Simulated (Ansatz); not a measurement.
Geometry optimisation in Ansatz: input, command and trajectory.

```yaml
crystal:
  lattice:
    - [-1.9598565514, 1.9598565514, 3.2143662719]
    - [1.9598565514, -1.9598565514, 3.2143662719]
    - [1.9598565514, 1.9598565514, -3.2143662719]
  atoms:
    - { symbol: Zr, position: [0.593, 0.593, 0.0] }
    - { symbol: Zr, position: [0.407, 0.407, 0.0] }
    - { symbol: O, position: [0.0, 0.0, 0.0] }
basis:
  ecutwfc: 500
kpoints:
  mp_grid: { grid: [6, 6, 6] }
hamiltonian:
  xc: r2scan
scf:
  occupations: { method: gaussian, width: 0.1 }
  lower_state_search: "off"
output:
  forces: true
  stress: true
  eigenvalues: true
relax:
  adjacent_minimum: "off"
  f_tol: 0.04
  max_steps: 70
  cell: { stress_tol: 0.4 }
```

```bash
ansatz run input.yaml --threads 1 --pin off --max-ram 3072MiB --backend cpu --events-out ev --progress --plain --runs-dir out
```

Level of theory: DFT r2SCAN, scalar-relativistic, plane waves, PAW in Ansatz 0.2.0.

Of 22 frames 10 are shown, positions in Å and forces in eV/Å; the SCF threshold varies from step to step. Steps run on the plane waves of an earlier cell, with a Pulay correction in the pressure. The basis is chosen afresh for the last frame, the zero of the energies, and at times for earlier ones too; energy and pressure step there, also at an unchanged geometry. Here that happened at step 16 (-165 meV/atom, 8.1 GPa); the frames before carry an error of that size.

```xyz
3
Lattice="-1.9599 1.9599 3.2144 1.9599 -1.9599 3.2144 1.9599 1.9599 -3.2144" Properties=species:S:1:pos:R:3:forces:R:3 pbc="T T T" step=1 free_energy_over_end_meV_per_atom=34014.47 pressure_GPa=525.48
Zr    0.0000    0.0000    3.8122    0.0000    0.0000  414.8402
Zr    0.0000    0.0000    2.6165    0.0000    0.0000 -414.8402
O     0.0000    0.0000    0.0000    0.0000    0.0000    0.0000
3
Lattice="-1.9248 1.9248 3.4276 1.9248 -1.9248 3.4276 1.9248 1.9248 -3.4276" Properties=species:S:1:pos:R:3:forces:R:3 pbc="T T T" step=3 free_energy_over_end_meV_per_atom=4010.99 pressure_GPa=64.71
Zr    0.0000    0.0000    4.2876    0.0000    0.0000   40.9970
Zr    0.0000    0.0000    2.5676    0.0000    0.0000  -40.9970
O     0.0000    0.0000    0.0000    0.0000    0.0000    0.0000
3
Lattice="-1.6683 1.6683 3.8448 1.6683 -1.6683 3.8448 1.6683 1.6683 -3.8448" Properties=species:S:1:pos:R:3:forces:R:3 pbc="T T T" step=6 free_energy_over_end_meV_per_atom=1302.46 pressure_GPa=20.90
Zr    0.0000    0.0000    4.9318    0.0000    0.0000    3.5897
Zr    0.0000    0.0000    2.7579    0.0000    0.0000   -3.5897
O     0.0000    0.0000    0.0000    0.0000    0.0000    0.0000
3
Lattice="-1.6343 1.6343 4.1581 1.6343 -1.6343 4.1581 1.6343 1.6343 -4.1581" Properties=species:S:1:pos:R:3:forces:R:3 pbc="T T T" step=8 free_energy_over_end_meV_per_atom=886.42 pressure_GPa=14.56
Zr    0.0000    0.0000    5.3625    0.0000    0.0000    0.5159
Zr    0.0000    0.0000    2.9536    0.0000    0.0000   -0.5159
O     0.0000    0.0000    0.0000    0.0000    0.0000    0.0000
3
Lattice="-1.5924 1.5924 4.4702 1.5924 -1.5924 4.4702 1.5924 1.5924 -4.4702" Properties=species:S:1:pos:R:3:forces:R:3 pbc="T T T" step=10 free_energy_over_end_meV_per_atom=522.25 pressure_GPa=8.50
Zr    0.0000    0.0000    5.7510    0.0000    0.0000   -0.5419
Zr    0.0000    0.0000    3.1894    0.0000    0.0000    0.5419
O     0.0000    0.0000    0.0000    0.0000    0.0000    0.0000
3
Lattice="-1.4956 1.4956 4.9439 1.4956 -1.4956 4.9439 1.4956 1.4956 -4.9439" Properties=species:S:1:pos:R:3:forces:R:3 pbc="T T T" step=13 free_energy_over_end_meV_per_atom=257.41 pressure_GPa=1.38
Zr    0.0000    0.0000    6.3107    0.0000    0.0000   -0.0632
Zr    0.0000    0.0000    3.5771    0.0000    0.0000    0.0632
O     0.0000    0.0000    0.0000    0.0000    0.0000    0.0000
3
Lattice="-1.4970 1.4970 4.9610 1.4970 -1.4970 4.9610 1.4970 1.4970 -4.9610" Properties=species:S:1:pos:R:3:forces:R:3 pbc="T T T" step=15 free_energy_over_end_meV_per_atom=257.04 pressure_GPa=0.02
Zr    0.0000    0.0000    6.3310    0.0000    0.0000   -0.0010
Zr    0.0000    0.0000    3.5911    0.0000    0.0000    0.0010
O     0.0000    0.0000    0.0000    0.0000    0.0000    0.0000
3
Lattice="-1.4765 1.4765 5.1217 1.4765 -1.4765 5.1217 1.4765 1.4765 -5.1217" Properties=species:S:1:pos:R:3:forces:R:3 pbc="T T T" step=17 free_energy_over_end_meV_per_atom=40.09 pressure_GPa=6.30
Zr    0.0000    0.0000    6.5267    0.0000    0.0000    0.0523
Zr    0.0000    0.0000    3.7167    0.0000    0.0000   -0.0523
O     0.0000    0.0000    0.0000    0.0000    0.0000    0.0000
3
Lattice="-1.4522 1.4522 5.4605 1.4522 -1.4522 5.4605 1.4522 1.4522 -5.4605" Properties=species:S:1:pos:R:3:forces:R:3 pbc="T T T" step=20 free_energy_over_end_meV_per_atom=0.60 pressure_GPa=-0.23
Zr    0.0000    0.0000    6.9566    0.0000    0.0000   -0.0172
Zr    0.0000    0.0000    3.9645    0.0000    0.0000    0.0172
O     0.0000    0.0000    0.0000    0.0000    0.0000    0.0000
3
Lattice="-1.4529 1.4529 5.4516 1.4529 -1.4529 5.4516 1.4529 1.4529 -5.4516" Properties=species:S:1:pos:R:3:forces:R:3 pbc="T T T" step=22 free_energy_over_end_meV_per_atom=0.00 pressure_GPa=-0.11
Zr    0.0000    0.0000    6.9428    0.0000    0.0000    0.0317
Zr    0.0000    0.0000    3.9605    0.0000    0.0000   -0.0317
O     0.0000    0.0000    0.0000    0.0000    0.0000    0.0000
```

The start puts this composition into another compound's structure type, which needn't suit it. At the end the space group is I4/mmm (tolerance 0.05 Å).

It took 2.2 min on 1 thread of Arm Neoverse V2, with other jobs on the host, peak memory 0.73 GiB.

The k mesh is coarse.